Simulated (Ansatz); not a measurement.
**Au: trigonal deformation path**

Computed with DFT r2SCAN, scalar-relativistic, plane waves, PAW (Ansatz 0.2.0). The runs took a 500 eV cutoff, a Γ-centred 22×22×22 mesh and Gaussian smearing (0.15 eV). Spin–orbit coupling is left out, which can shift energies with elements as heavy as these. No spin polarisation. Energies are free energies at this smearing, counted from the undisturbed cell; pressure is positive in compression.

The undisturbed cell (as given, not relaxed at this level; it stands at 4.1 GPa):

```
Au
1.0
     0.00000    2.04550    2.04550
     2.04550    0.00000    2.04550
     2.04550    2.04550    0.00000
Au
1
Direct
  0.00000 0.00000 0.00000
```

At fixed volume and fractional coordinates, lengths along (0.577, 0.577, 0.577) are scaled against those across it; ρ is that ratio over its starting value. The cell is metallic on the mesh throughout. At ρ = 0.500 the cell becomes cubic (Pm-3m), and there the slope of the energy vanishes by symmetry.

```
    ρ  ΔE (meV/atom) pressure (GPa)
0.500          422.6            30.9
0.600          345.7            27.2
0.710          184.5            17.8
0.850           48.3             8.0
0.930           12.9             4.8
1.000            0.0             4.1
1.080           17.4             5.1
1.200          103.6            11.4
1.410              ?               ?
1.700              ?               ?
2.000              ?               ?
```

Task: Give the withheld values.

Result: ΔE (meV/atom) at ρ = 1.410: 432.3; pressure (GPa) at ρ = 1.410: 33.1; ΔE (meV/atom) at ρ = 1.700: 1446.0; pressure (GPa) at ρ = 1.700: 80.6; ΔE (meV/atom) at ρ = 2.000: 3392.0; pressure (GPa) at ρ = 2.000: 149.8.